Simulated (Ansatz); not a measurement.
Sb (A7 (α-As type)) was relaxed and computed twice in Ansatz (plane waves, PAW), once with LDA and once with r²SCAN+D4.

```csv
,run 1,run 2
cell,"a = 4.294 Å, b = 4.294 Å, c = 10.970 Å, α = 90.00°, β = 90.00°, γ = 120.00°","a = b = 4.329 Å, c = 11.401 Å, α = β = 90.00°, γ = 120.00°"
```

Which run used which functional?

Run 1 is LDA, run 2 is r²SCAN+D4.

All cells were relaxed under the symmetry of their starts (and spin orders); stability against distortions was not tested throughout. Scalar-relativistic: spin–orbit coupling is off unless named, which matters more the heavier the elements.

Potentials: the earlier of the program's two PAW sets.

Ansatz (a program for electronic structure) is a plane-wave DFT program.
